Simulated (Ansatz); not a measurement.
The guess for CuNi2O3 was proposed by analogy with related compounds (Immm, No. 71). Its size is a guess.

```cif
data_structure
_symmetry_space_group_name_H-M 'Immm'
_symmetry_Int_Tables_number 71
_cell_length_a 2.9500
_cell_length_b 4.3500
_cell_length_c 8.9000
_cell_angle_alpha 90.000
_cell_angle_beta 90.000
_cell_angle_gamma 90.000
_cell_volume 114.21
loop_
_atom_site_label
_atom_site_type_symbol
_atom_site_symmetry_multiplicity
_atom_site_Wyckoff_symbol
_atom_site_fract_x
_atom_site_fract_y
_atom_site_fract_z
_atom_site_occupancy
Cu1 Cu 2 a 0.00000 0.00000 0.00000 1
Ni1 Ni 4 i 0.00000 0.00000 0.66670 1
O1 O 4 j 0.50000 0.00000 0.83330 1
O2 O 2 d 0.00000 0.50000 0.00000 1
```

Theory: Ansatz, DFT PBE, scalar-relativistic, plane waves, PAW. Cutoff 420 eV, Gaussian smearing, Γ-centred meshes. Cell and atoms relax first on a coarse mesh, the cell is then made exact in the group found at 0.06 to 0.08 Å, and last on a converged mesh; the steps can't lower the symmetry of their start. Collinear spin, starting moments Cu 1.0; Ni 2.0 (×2) μB.

A guess keeps its type if space group and coordination stay and the shape of the cell changes little (axis ratios within about 15 %, angles within 6°); the volume may change.

Question: Does this structure survive the relaxation?

Answer: It keeps its type. The symmetry stays Immm (No. 71). The volume per atom shrinks by 1.0 %, from 9.5 to 9.4 Å³. The shortest distance goes from 2.09 Å (Cu–O and Ni–O) to 2.04 Å (Ni–O). Counting neighbours within 15 % of an atom's shortest distance, the start has Cu 6, Ni 6, O 6 and the end Cu 6, Ni 6, O 6.

Formation energies are uncorrected and refer to the elements' standard structures at the same level (O₂ as a molecule).

Question: At what energy does it end?

Answer: −0.50 eV/atom. A negative formation energy is needed for stability but isn't enough: competing phases decide.

The last run used collinear spin, a 12×12×12 mesh for its 6-atom cell and Gaussian smearing of 0.10 eV. No Hubbard U is applied to the open shell of Cu and Ni. Another magnetic order may lie lower. Symmetry constrained the relaxation, so the result can be a saddle point.
